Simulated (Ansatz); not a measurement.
LiH (rock salt)

```
LiH
1.0
    0.00000     1.98998     1.98998
    1.98998     0.00000     1.98998
    1.98998     1.98998     0.00000
Li H
1 1
Direct
  0.00000   0.00000   0.00000
  0.50000   0.50000   0.50000
```

The slice is a {111} plane (indices of the conventional cell) through the point (0.500, 0.500, 0.500) (fractional), spanned by u = [100] and v = [-1 2 0] in vectors of this cell: u (2.81 Å) and v (4.87 Å, at 90° to u). It covers one period; positions are fractions (u, v).

Level of theory: PBEsol (plane waves to 420 eV, PAW, scalar-relativistic; Ansatz, a first-principles code). k mesh 14×14×14. Near the nuclei the fields are pseudised (PAW); where an atom keeps semicore shells as valence, they peak there. LiH was relaxed with its symmetry unable to fall.

**Question.** Sketch the electron localisation function (ELF) on this plane as a map.

**Answer.** 
```
|xxx9997310137999xx|
|xx999962101269999x|
|999998520002589999|
|999986310001368999|
|999863100000136899|
|877531000000013577|
|443210000000001234|
|111000011111000011|
|000001234443210000|
|000013577877531000|
|000136899999863100|
|001368999999986310|
|002589999999998520|
|01269999xxx9999621|
|0137999xxxxx999731|
|0137999xxxxx999731|
|0137999xxxxx999731|
|01269999xxx9999621|
|002589999999998520|
|001368999999986310|
|000136899999863100|
|000013577877531000|
|000001234443210000|
|111000011111000011|
|443210000000001234|
|877531000000013577|
|999863100000136899|
|999986310001368999|
|999998520002589999|
|xx999962101269999x|
|xxx9997310137999xx|
|xxx9997310137999xx|
```
Scale: ten equal steps from 0.06 (start of '0') to 1.00 (end of '9'), in the order '0123456789'. Values: electron localisation function (ELF). The map has 18 points along u (one character each, u = 0 at the left) and 32 along v (v = 0 in the bottom row). Points within 0.4 Å of a nucleus are blanked (x), as the pseudised field means little there.
